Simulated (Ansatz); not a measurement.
Theory: DFT PBE, scalar-relativistic, plane waves, PAW (Ansatz). Settings: cutoff 420 eV, Γ-centred meshes spaced at most about 0.3 Å⁻¹, and about 0.25 Å⁻¹ or finer for metals (2π included), Gaussian smearing. No spin polarisation in the final relaxations.

These are static total energies at zero pressure.

Two forms of Mg3Si2N were relaxed alike.

A.

```yaml
crystal:
  lattice:
    - [5.62269, 0.00000, 0.00000]
    - [-2.81135, 4.86939, 0.00000]
    - [0.00000, 0.00000, 6.64165]
  atoms:
    - { symbol: Mg, position: [0.50000, 0.00000, 0.50000] }
    - { symbol: Mg, position: [0.00000, 0.50000, 0.50000] }
    - { symbol: Mg, position: [0.50000, 0.50000, 0.50000] }
    - { symbol: Si, position: [0.00000, 0.00000, 0.75777] }
    - { symbol: Si, position: [0.00000, 0.00000, 0.24223] }
    - { symbol: N, position: [0.00000, 0.00000, 0.50000] }
```

B.

```yaml
crystal:
  lattice:
    - [2.81478, 0.00000, 0.00000]
    - [0.00000, 2.81478, 0.00000]
    - [0.00000, 0.00000, 11.10469]
  atoms:
    - { symbol: Mg, position: [0.00000, 0.00000, 0.00000] }
    - { symbol: Mg, position: [0.00000, 0.00000, 0.61054] }
    - { symbol: Mg, position: [0.00000, 0.00000, 0.38946] }
    - { symbol: Si, position: [0.50000, 0.50000, 0.81320] }
    - { symbol: Si, position: [0.50000, 0.50000, 0.18680] }
    - { symbol: N, position: [0.50000, 0.50000, 0.50000] }
```

**Question.** Which would you expect to be lower, and how large is the difference?

**Answer.** B is lower, by 0.52 eV/atom. A has space group P6/mmm (No. 191), 30.3 Å³/atom and no gap on its mesh; B has space group P4/mmm (No. 123), 14.7 Å³/atom and no gap. Counting Mg or Si atoms around N (for each partner element, those within 1.25 times its shortest distance or 1.15 times the sum of covalent radii, where it is the nearest in units of that sum or under 1.3), A has N 2 and B has N 8. Even the lower one lies +0.08 eV/atom against the reference forms of the elements (uncorrected), a margin that errors in the energy of the gaseous reference can exceed. Both come from invented guesses.

Weakly bound directions are ill-defined at this level, which has no dispersion term (P6/mmm), and this can change margins and order among such cells. A magnetic state wasn't ruled out in cells without spin, among them P4/mmm. Cells relaxed within their symmetry can be saddle points.
